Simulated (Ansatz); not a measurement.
Te2Mo:
```cif
data_Mo2Te4
_chemical_formula_sum 'Mo2 Te4'
_space_group_name_H-M_alt 'P63/mmc'
_space_group_IT_number 194
_space_group_name_Hall '-P 6c 2c'
_cell_length_a 3.55646
_cell_length_b 3.55646
_cell_length_c 15.34389
_cell_angle_alpha 90.000
_cell_angle_beta 90.000
_cell_angle_gamma 120.000
loop_
_atom_site_label
_atom_site_type_symbol
_atom_site_symmetry_multiplicity
_atom_site_Wyckoff_symbol
_atom_site_fract_x
_atom_site_fract_y
_atom_site_fract_z
_atom_site_occupancy
Mo1 Mo 2 c 0.33333 0.66667 0.25000 1
Te1 Te 4 f 0.66667 0.33333 0.13215 1
```

Relaxed at zero pressure with PBE (plane waves, PAW; program Ansatz).

Task: The volume is raised by 6 % and shape and atoms relax at that volume. What pressure results, and how do the axes share the change?

Result: -0.1 GPa; a 0.0 %, b 0.0 %, c 5.9 %; the energy rises by 1 meV/atom.

Task: Give the new structure.

Result: 
Space group P6₃/mmc (No. 194); a = 3.557 Å, b = 3.557 Å, c = 16.256 Å, α = 90.00°, β = 90.00°, γ = 120.00°

| atom | site | symmetry | x | y | z |
|---|---|---|---|---|---|
| Mo | 2c | -6m2 | 0.3333 | 0.6667 | 0.2500 |
| Te | 4f | 3m. | 0.6667 | 0.3333 | 0.1388 |

The phase is kept; no other phase was compared at this pressure.

Space group P6_3/mmc. The PBE relaxation kept the symmetry of its start. No spin polarisation was allowed. A crystal of weakly bound layers computed without a dispersion correction: the cell and the soft elastic constants depend strongly on that. Spin–orbit coupling is left out wherever it is not named.

Potentials: the later of the program's two PAW sets.
